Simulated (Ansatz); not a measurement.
Input for Ansatz (plane-wave DFT, PAW):

```yaml
crystal:
  lattice:
    - [-2.07600229, 2.07600229, 4.31567908]
    - [2.07600229, -2.07600229, 4.31567908]
    - [2.07600229, 2.07600229, -4.31567908]
  atoms:
    - { symbol: Cd, position: [0.75, 0.25, 0.5] }
    - { symbol: Cd, position: [0.25, 0.75, 0.5] }
    - { symbol: Cd, position: [0.5, 0.5, 0.0] }
    - { symbol: Pt, position: [0.0, 0.0, 0.0] }
basis:
  ecutwfc: 500
kpoints:
  mp_grid: { grid: [6, 6, 6] }
hamiltonian:
  xc: r2scan
scf:
  occupations: { method: gaussian, width: 0.1 }
output:
  forces: true
  stress: true
  eigenvalues: true
```

Run as
```bash
ansatz run input.yaml --threads 1 --pin off --max-ram 2560MiB --backend cpu --events-out ev --progress --plain --runs-dir out
```

All numbers below come from DFT r2SCAN, scalar-relativistic, plane waves, PAW (Ansatz).

Abridged output:

```
Pseudopotentials: kind: paw
Pseudopotential: Cd, paw, valence charge 20, recommended cutoff 500 eV (meta_gga)
Pseudopotential: Pt, paw, valence charge 18, recommended cutoff 500 eV (meta_gga)
Functional definition: r2SCAN
Crystal: 4 atoms, lattice volume = 74.399 Å³
Basis set: ecut = 500 eV, 1927 PW (Γ), exchange–correlation on 160×160×160 points (64 copies of the dense FFT grid, shifted against one another)
Bands: 47, of which v1, the nominal top of the filled ones, is band 39 counted from 1 (38 counted from 0)
Symmetry: 16 space group operations
Space group: I4/mmm (ITA 139), of the structure as read, at distance tolerance 4.2e-5 Å
k-points: 30 of 216
Initial density: superposition of atomic densities (neutral atoms: chi_scale 0, normalization atom), corrected by the library's trained network
Initial wavefunctions: pseudopotential atomic-orbital guess
Functional: x = r2scan, c = r2scan; τ floored in thin density (d = 2e-4 eV/Å³)
SCF iter   1: F=—  HF=-37342.354294 eV  |F-HF|=—  |Δ(HF+E_count)|=         —  Δρ=9.64e-3  dr2=7.54e-2  dr2_τ=3.28e-2  ethr=1.77e-3  ⟨swp⟩=6.4  Hψ=4855  notcnv=0  defer=9
SCF iter   2: F=—  HF=-37342.354145 eV  |F-HF|=—  |Δ(HF+E_count)|=   1.49e-4  Δρ=4.15e-3  dr2=8.14e-3  dr2_τ=3.64e-3  ethr=9.66e-5  ⟨swp⟩=2.0  Hψ=1879  notcnv=0  defer=31
SCF iter   3: F=—  HF=-37342.354830 eV  |F-HF|=—  |Δ(HF+E_count)|=   6.85e-4  Δρ=2.13e-3  dr2=2.27e-3  dr2_τ=2.35e-4  ethr=1.04e-5  ⟨swp⟩=2.3  Hψ=2096  notcnv=0  defer=7
automatic band count: iteration 3 solves 46 bands in place of 47: the levels show a gap, and the empty bands left out lie too high to hold charge; the band table lists the bands solved (type scf.n_extra_bands for more)
SCF iter   4: F=—  HF=-37342.354976 eV  |F-HF|=—  |Δ(HF+E_count)|=   1.46e-4  Δρ=3.53e-4  dr2=9.11e-5  dr2_τ=9.24e-6  ethr=2.91e-6  ⟨swp⟩=2.0  Hψ=1554  notcnv=0  defer=7
SCF iter   5: F=—  HF=-37342.355039 eV  |F-HF|=—  |Δ(HF+E_count)|=   6.28e-5  Δρ=1.55e-4  dr2=1.64e-5  dr2_τ=6.84e-7  ethr=1.17e-7  ⟨swp⟩=2.0  Hψ=2010  notcnv=0  defer=7
SCF iter   6: F=—  HF=-37342.355054 eV  |F-HF|=—  |Δ(HF+E_count)|=   1.50e-5  Δρ=4.00e-5  dr2=9.42e-7  dr2_τ=3.87e-8  ethr=2.10e-8  ⟨swp⟩=2.0  Hψ=2018  notcnv=0  defer=7
SCF iter   7: F=—  HF=-37342.355056 eV  |F-HF|=—  |Δ(HF+E_count)|=   1.66e-6  Δρ=1.15e-5  dr2=1.32e-7  dr2_τ=6.91e-9  ethr=1.28e-10  ⟨swp⟩=8.6  Hψ=5804  notcnv=0
SCF iter   8: F=-37342.355056 eV  HF=-37342.355056 eV  |F-HF|=8.19e-9  |Δ(HF+E_count)|=   4.98e-8  Δρ=4.42e-6  dr2=1.27e-8  dr2_τ=4.60e-10  ethr=1.28e-10  ⟨swp⟩=4.0  Hψ=4091  notcnv=0
SCF 1 converged in 8 iterations: F = -37342.355056 eV  dr2 = 1.27e-8
SCF converged after 8 iterations
Free energy (F): -37342.355056 eV
Harris-Foulkes:  -37342.355056 eV  (|F-HF|=8.19e-9)
Internal energy: -37342.347033 eV  (E = F + TS)
E sigma→0 (E₀):  -37342.351044 eV
Entropy (-TS):   -0.008023 eV (-2.006 meV/atom)
Fermi energy:    17.210013 eV
--- Per-component energies (eV) ---
  E_band       = -1324.230335
  E_kinetic    = 2156.055863
  E_local      = -9792.629047  (includes V_loc(G=0)·N_el)
  E_nonlocal   = 301.909135
  E_hartree    = 4495.263010
  E_xc         = -758.052041
  E_vxc        = -1080.174704  (∫ρ·V_xc dr)
  E_paw        = -21793.832043  (= ΣΔE_a)
  E_vpaw       = -1974.188785  (= ΣTr[D̂ρ^β])
  E_aug_tail   = 0.000170  (compensation charges beyond the density's cutoff)
  E_vtau       = 74.266251  (kinetic-family band-sum trace: ∫τ·v_τ [+ j·A + Jᵃ·Aᵃ] dr)
  E_ewald      = -11949.136274
  E_core_change = -1.925807  (= ΣΔE_core)
  E_smearing   = -0.008023  (= −TS)
--- Forces (eV/Å), atoms counted from 1 ---
  atom   1  Cd     0.00000000     0.00000000     0.00000000
  atom   2  Cd     0.00000000     0.00000000     0.00000000
  atom   3  Cd     0.00000000     0.00000000     0.00000000
  atom   4  Pt     0.00000000     0.00000000     0.00000000
--- Stress (GPa, compression-positive) ---
       -0.568963       0.000000       0.000000
        0.000000      -0.568963       0.000000
        0.000000       0.000000      -1.030533
  P = ⅓ Tr σ = -0.7228 GPa (-7.228 kbar)
--- Band table (eV; the first three rows and the last of 30) ---
  k-point 0: bands = ["-88.5241", "-88.5185", "-88.4643", "-82.5734", "-48.6986", "-48.6986", "-48.6804", "-48.6582", "-48.6582", "-48.6197", "-48.6164", "-48.5738", "-48.5738", "-36.2171", "-36.2148", "-36.2148", "7.0024", "7.1393", "7.2740", "7.7297", "7.7300", "7.7300", "7.7546", "7.7546", "7.9345", "8.1505", "8.3218", "8.4852", "8.5992", "8.5992", "8.6295", "9.0393", "14.2160", "14.2717", "14.3901", "14.3901", "15.2664", "16.7507", "20.7206", "21.1608", "21.1608", "21.2830", "21.4838", "21.4838", "22.1981", "22.8622"]
  k-point 1: bands = ["-88.5234", "-88.5191", "-88.4643", "-82.5734", "-48.7028", "-48.6875", "-48.6749", "-48.6693", "-48.6572", "-48.6224", "-48.6178", "-48.5741", "-48.5723", "-36.2171", "-36.2154", "-36.2151", "7.1271", "7.3630", "7.4271", "7.5932", "7.7209", "7.7751", "7.8001", "8.0854", "8.1108", "8.2965", "8.3684", "8.4302", "8.4847", "8.5022", "8.5172", "8.8873", "13.9725", "14.1490", "14.2328", "14.3399", "14.7269", "18.0145", "19.0358", "19.1925", "19.5144", "19.5955", "20.8887", "23.3719", "24.8354", "25.8214"]
  k-point 2: bands = ["-88.5219", "-88.5205", "-88.4644", "-82.5734", "-48.7087", "-48.6914", "-48.6657", "-48.6651", "-48.6551", "-48.6275", "-48.6211", "-48.5747", "-48.5697", "-36.2171", "-36.2161", "-36.2157", "7.2205", "7.3952", "7.4972", "7.6149", "7.8094", "7.8463", "7.9043", "7.9363", "8.1487", "8.2543", "8.2602", "8.3026", "8.4193", "8.5298", "8.8482", "10.2506", "13.7688", "13.8991", "13.9083", "14.4381", "14.6515", "16.4669", "17.1976", "18.0767", "19.0460", "19.0636", "20.8304", "21.9141", "27.4814", "27.9116"]
  k-point 29: bands = ["-88.5239", "-88.5184", "-88.4644", "-82.5734", "-48.7000", "-48.7000", "-48.6698", "-48.6573", "-48.6573", "-48.6271", "-48.6195", "-48.5734", "-48.5734", "-36.2174", "-36.2148", "-36.2148", "6.9131", "7.1145", "7.1145", "7.1351", "7.4581", "7.5379", "8.0090", "8.1647", "8.3670", "8.3670", "8.6137", "8.7474", "8.7474", "8.8660", "9.0390", "10.2742", "10.4475", "14.3498", "14.8473", "15.0100", "15.0100", "15.2197", "17.3549", "17.3549", "21.3225", "22.0878", "25.5721", "25.8129", "25.8129", "26.1140"]
```

The run converged.

Time: 10 s on 1 thread of Intel(R) Xeon(R) Platinum 8488C (Sapphire Rapids), on a shared host, peak memory 0.75 GiB.

The k mesh is coarse. Spin–orbit coupling is left out, which can shift energies with elements as heavy as these.